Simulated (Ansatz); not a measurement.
TaAs:
Space group I4₁md (No. 109); a = b = 3.429 Å, c = 11.584 Å, α = β = γ = 90.00°

| atom | site | symmetry | x | y | z |
|---|---|---|---|---|---|
| Ta | 4a | 2mm. | 0.0000 | 0.0000 | 0.7503 |
| As | 4a | 2mm. | 0.0000 | 0.0000 | 0.3323 |
(The calculation used a cell of 4 atoms; values per cell refer to that cell.)

Relaxed at zero pressure with PBEsol in the plane-wave PAW code Ansatz.

Problem. The volume is lowered by 6 % and shape and atoms relax at that volume. What pressure results, and how do the axes share the change?

Solution. 13.4 GPa; a -1.7 %, b -1.7 %, c -2.8 %; the energy rises by 40 meV/atom.

Problem. Give the new structure.

Solution. 
Space group I4₁md (No. 109); a = 3.3718 Å, b = 3.3718 Å, c = 11.2597 Å, α = 90.00°, β = 90.00°, γ = 90.00°

```tsv
atom	site	symmetry	x	y	z
Ta	4a	2mm.	0.0000	0.0000	0.7508
As	4a	2mm.	0.0000	0.0000	0.3318
```

The phase is kept; no other phase was compared at this pressure.

Space group I4_1md. The cell was relaxed with PBEsol under the symmetry of its start. No spin polarisation was allowed. Scalar-relativistic: spin–orbit coupling is off unless named, which matters more the heavier the elements.

Potentials: the earlier of the program's two PAW sets. The files were generated under PBE; for other functionals the program regenerates the frozen cores, and for LDA and PBEsol the local potential too.
